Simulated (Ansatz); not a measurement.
CdSiP2:
```yaml
crystal:
  lattice:
    - [-2.82206, 2.82206, 5.24987]
    - [2.82206, -2.82206, 5.24987]
    - [2.82206, 2.82206, -5.24987]
  atoms:
    - { symbol: Cd, position: [0.75000, 0.25000, 0.50000] }
    - { symbol: Cd, position: [0.00000, 0.00000, 0.00000] }
    - { symbol: Si, position: [0.25000, 0.75000, 0.50000] }
    - { symbol: Si, position: [0.50000, 0.50000, 0.00000] }
    - { symbol: P, position: [0.16768, 0.12500, 0.54268] }
    - { symbol: P, position: [0.58232, 0.62500, 0.45732] }
    - { symbol: P, position: [0.37500, 0.83232, 0.95732] }
    - { symbol: P, position: [0.87500, 0.41768, 0.04268] }
```

Cartesian axes are those of the cell as given.

Q: Give the proper piezoelectric stress tensor with relaxed ions from DFT-PBEsol in the program Ansatz with PAW potentials.

A: In C/m², rows x, y, z, Voigt columns; mesh uncertainty up to 0.01.
```
 0.00   0.00   0.00  -0.18   0.00   0.00
 0.00   0.00   0.00   0.00  -0.18   0.00
 0.00   0.00   0.00   0.00   0.00   0.02
```

The elastic tensor of the same run (GPa):

```
 124  61.2  66.8   0.0   0.0   0.0
61.2   124  66.8   0.0   0.0   0.0
66.8  66.8   109   0.0   0.0   0.0
 0.0   0.0   0.0  54.3   0.0   0.0
 0.0   0.0   0.0   0.0  54.3   0.0
 0.0   0.0   0.0   0.0   0.0  52.5
```

Q: Convert to strain constants d = e·S.

A: In pC/N:
```
 0.0   0.0   0.0  -3.4   0.0   0.0
 0.0   0.0   0.0   0.0  -3.4   0.0
 0.0   0.0   0.0   0.0   0.0   0.4
```

Space group I-42d (chalcopyrite). Symmetry was held in the PBEsol relaxation.

Potentials: the later of the program's two PAW sets.
